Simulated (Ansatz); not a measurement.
Geometry optimisation in Ansatz: input, command and trajectory.

```yaml
crystal:
  lattice:
    - [-1.7815, 1.7815, 4.665]
    - [1.7815, -1.7815, 4.665]
    - [1.7815, 1.7815, -4.665]
  atoms:
    - { symbol: "Y", position: [0.0, 0.0, 0.0] }
    - { symbol: Co, position: [0.75, 0.25, 0.5] }
    - { symbol: Co, position: [0.25, 0.75, 0.5] }
    - { symbol: B, position: [0.378, 0.378, 0.0] }
    - { symbol: B, position: [0.622, 0.622, 0.0] }
basis:
  ecutwfc: 500
kpoints:
  mp_grid: { grid: [14, 14, 14] }
hamiltonian:
  xc: r2scan
scf:
  occupations: { method: gaussian, width: 0.1 }
output:
  forces: true
  stress: true
  eigenvalues: true
relax:
  adjacent_minimum: "off"
  f_tol: 0.01
  max_steps: 40
```

```bash
ansatz run input.yaml --threads 1 --pin off --max-ram 2560MiB --backend cpu --events-out ev --progress --plain --runs-dir out
```

All numbers below come from DFT r2SCAN, scalar-relativistic, plane waves, PAW (Ansatz 0.2.0).

Of 6 frames 5 are shown, positions in Å and forces in eV/Å; the SCF threshold varies from step to step. Spin polarisation was left out; whether the Co atoms would carry moments isn't shown by this run.

```xyz
5
Lattice="-1.7815 1.7815 4.6650 1.7815 -1.7815 4.6650 1.7815 1.7815 -4.6650" Properties=species:S:1:pos:R:3:forces:R:3 pbc="T T T" step=1 free_energy_over_end_meV_per_atom=132.67
Y     0.0000    0.0000    0.0000    0.0000    0.0000    0.0000
Co    0.0000    1.7815    2.3325    0.0000    0.0000    0.0000
Co    1.7815    0.0000    2.3325    0.0000    0.0000    0.0000
B     0.0000    0.0000    3.5267    0.0000    0.0000   -1.6918
B     0.0000    0.0000    5.8033    0.0000    0.0000    1.6918
5
Lattice="-1.7815 1.7815 4.6650 1.7815 -1.7815 4.6650 1.7815 1.7815 -4.6650" Properties=species:S:1:pos:R:3:forces:R:3 pbc="T T T" step=2 free_energy_over_end_meV_per_atom=84.47
Y     0.0000    0.0000    0.0000    0.0000    0.0000    0.0000
Co    0.0000    1.7815    2.3325    0.0000    0.0000    0.0000
Co    1.7815    0.0000    2.3325    0.0000    0.0000    0.0000
B     0.0000    0.0000    3.4523    0.0000    0.0000   -1.5215
B     0.0000    0.0000    5.8777    0.0000    0.0000    1.5215
5
Lattice="-1.7815 1.7815 4.6650 1.7815 -1.7815 4.6650 1.7815 1.7815 -4.6650" Properties=species:S:1:pos:R:3:forces:R:3 pbc="T T T" step=3 free_energy_over_end_meV_per_atom=3.28
Y     0.0000    0.0000    0.0000    0.0000    0.0000    0.0000
Co    0.0000    1.7815    2.3325    0.0000    0.0000    0.0000
Co    1.7815    0.0000    2.3325    0.0000    0.0000    0.0000
B     0.0000    0.0000    3.2573    0.0000    0.0000   -0.3861
B     0.0000    0.0000    6.0727    0.0000    0.0000    0.3861
5
Lattice="-1.7815 1.7815 4.6650 1.7815 -1.7815 4.6650 1.7815 1.7815 -4.6650" Properties=species:S:1:pos:R:3:forces:R:3 pbc="T T T" step=4 free_energy_over_end_meV_per_atom=1.21
Y     0.0000    0.0000    0.0000    0.0000    0.0000    0.0000
Co    0.0000    1.7815    2.3325    0.0000    0.0000    0.0000
Co    1.7815    0.0000    2.3325    0.0000    0.0000    0.0000
B     0.0000    0.0000    3.1914    0.0000    0.0000    0.2502
B     0.0000    0.0000    6.1386    0.0000    0.0000   -0.2502
5
Lattice="-1.7815 1.7815 4.6650 1.7815 -1.7815 4.6650 1.7815 1.7815 -4.6650" Properties=species:S:1:pos:R:3:forces:R:3 pbc="T T T" step=6 free_energy_over_end_meV_per_atom=0.00
Y     0.0000    0.0000    0.0000    0.0000    0.0000    0.0000
Co    0.0000    1.7815    2.3325    0.0000    0.0000    0.0000
Co    1.7815    0.0000    2.3325    0.0000    0.0000    0.0000
B     0.0000    0.0000    3.2158    0.0000    0.0000   -0.0006
B     0.0000    0.0000    6.1142    0.0000    0.0000    0.0006
```

Time: 5.8 min on 1 thread of Arm Neoverse V2 (shared host), peak memory 0.8 GiB.